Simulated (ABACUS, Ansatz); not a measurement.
Given: the input of a run of ABACUS 3.10.1 on BiTe. The cell comes from a database or a generator and needn't be the stable form of this composition.

Contents of INPUT:

```
INPUT_PARAMETERS
suffix              BiTe
calculation         scf
basis_type          pw
pseudo_dir          ./
symmetry            1
dft_functional      pbe
ecutwfc             83
pseudo_rcut         10
nspin               1
nbands              20
ks_solver           dav
smearing_method     fd
smearing_sigma      0.00367493
scf_thr             1e-08
scf_nmax            100
mixing_type         broyden
mixing_beta         0.7
cal_force           1
cal_stress          1
kpar                4
```

File STRU:

```
ATOMIC_SPECIES
Bi 208.9804 Bi.upf
Te 127.6000 Te.upf

LATTICE_CONSTANT
1.8897261246

LATTICE_VECTORS
2.4227077728 1.3987509848 3.3172919545
-2.4227077728 1.3987509848 3.3172919545
0.0000000000 -2.7975019696 3.3172919545

ATOMIC_POSITIONS
Direct

Bi
0.0
1
0.5000000000 0.5000000000 0.5000000000 1 1 1

Te
0.0
1
0.0000000000 0.0000000000 0.0000000000 1 1 1
```

File KPT:

```
K_POINTS
0
Gamma
7 7 7 0 0 0
```

Potentials or basis: PseudoDojo NC SR 0.4.1 PBE standard, plane waves.

Command:

```console
$ OMP_NUM_THREADS=1 mpirun -np 4 abacus > log
```

Translate it to Ansatz 0.2.0. Potentials or basis there: Ansatz PAW, cutoff 420 eV.

As run (cutoffs and basis follow the program's own potentials, and thresholds, step limits or extra output files can differ):

Contents of input.yaml:

```yaml
crystal:
  lattice:
    - [2.4227077728, 1.3987509848, 3.3172919545]
    - [-2.4227077728, 1.3987509848, 3.3172919545]
    - [0.0, -2.7975019696, 3.3172919545]
  atoms:
    - { symbol: Bi, position: [0.5, 0.5, 0.5] }
    - { symbol: Te, position: [0.0, 0.0, 0.0] }
hamiltonian:
  xc: pbe
  pseudopotentials: { kind: paw }
kpoints:
  mp_grid: { grid: [7, 7, 7] }
scf:
  occupations: { method: fermi_dirac, width: 0.05 }
output:
  forces: true
  stress: true
  eigenvalues: true
```

Potentials or basis: Ansatz PAW.

Run with:

```bash
$ ansatz run input.yaml --threads 2 --pin off --max-ram 5120MiB --backend cpu --events-out ev --progress --plain --runs-dir out
```

Both were run:

|  | ABACUS | Ansatz |
| --- | --- | --- |
| Pressure | 0.2 GPa | 0.2 GPa |

Ansatz's pressure holds a Pulay term of +0.03 GPa for its cutoff of 420 eV, which the other run lacks.

Where Ansatz's input types no cutoff or centring, it takes its own default and a Γ-centred mesh.

Pressure is positive in compression.
